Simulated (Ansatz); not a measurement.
Two states of GdCu5

```
CELL_PARAMETERS angstrom
5.01202 0.00000 0.00000
-2.50601 4.34054 0.00000
0.00000 0.00000 4.11209
ATOMIC_POSITIONS crystal
Cu 0.33330 0.66670 0.00000
Cu 0.66660 0.33330 0.00000
Gd 0.00000 0.00000 0.00000
Cu 0.50000 0.00000 0.50000
Cu 0.50000 0.50000 0.50000
Cu 0.00000 0.50000 0.50000
```

Single point in Ansatz 0.2.0 with r2SCAN. Cutoff 500 eV, PAW datasets, 4×4×5 (shifted by 0, 0, 0.5 steps) k mesh, fermi-dirac filling (width 0.1 eV).

State A: no moments (no spin polarisation). State B: Gd3 down (collinear spin).

Question: Compare the two self-consistent states.

Answer: State B is lower by 1343.8 meV an atom at zero smearing; in free energy at this smearing B lies -1338.1 meV an atom from A.

| state | free energy (meV/atom) | largest moment in a small sphere (μB) | net moment (μB/cell) | gap on mesh (eV) | pressure (GPa) | largest force (eV/Å) |
| --- | --- | --- | --- | --- | --- | --- |
| A | 1338.1 | 0.00 | 0.00 | metal | -0.7 | 0.00 |
| B | 0.0 | 7.15 | 7.96 | metal | -1.8 | 0.00 |

Origin: a database entry at a rescaled volume. Caveats: the k mesh is coarse if the cell is a metal; f shells without a U or exact exchange are poorly placed; open f shell without moments.
